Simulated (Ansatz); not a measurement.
Input:

Starting cell, Al (fcc, Cu type):

```
Al
1.0
    3.99072     0.00000     0.00000
    0.00000     3.99072     0.00000
    0.00000     0.00000     3.99072
Al
4
Direct
  0.00000   0.00000   0.00000
  0.50000   0.50000   0.00000
  0.50000   0.00000   0.50000
  0.00000   0.50000   0.50000
```

In this cell atom 1 (Al, nearest neighbour Al at 2.822 Å; its periodic images, 4.0 Å or more away, move with it) is moved by s along Cartesian x, unit vector (1.000, 0.000, 0.000); all other atoms and the cell stay fixed.

Computed with r2SCAN (plane waves to 500 eV, PAW, scalar-relativistic; Ansatz, a quantum-chemistry and plane-wave program). k mesh 9×9×9 (Γ-centred), Fermi-Dirac smearing 0.05 eV. The energy includes the smearing's −TS. With partly filled bands, energies and forces of such displacements shift with the k mesh and the smearing. On this mesh the relaxed cell isn't quite at rest: it carries a pressure of 0.3 GPa (compression positive) at the zero of the scan. Al was relaxed with its symmetry unable to fall. The PAW data are Ansatz's earlier set. ΔE is measured from the undisplaced structure.

The scan covers s from -0.280 to 0.280 Å in 11 points.

Problem. Is this a single well or a double well?

Solution. A single well with its minimum at or next to zero displacement.

Problem. Is the energy the same for equal positive and negative displacements?

Solution. Even: the same for both signs. With its periodic images moving along, the atom's site symmetry in this cell is m-3m.

Problem. What is the force constant k = d²E/ds² of this move at s = 0?

Solution. 5.50 eV/Å².

(A displaced cell: forces are minus the slopes of the energy, force constants its curvatures, and phonons follow from these.)
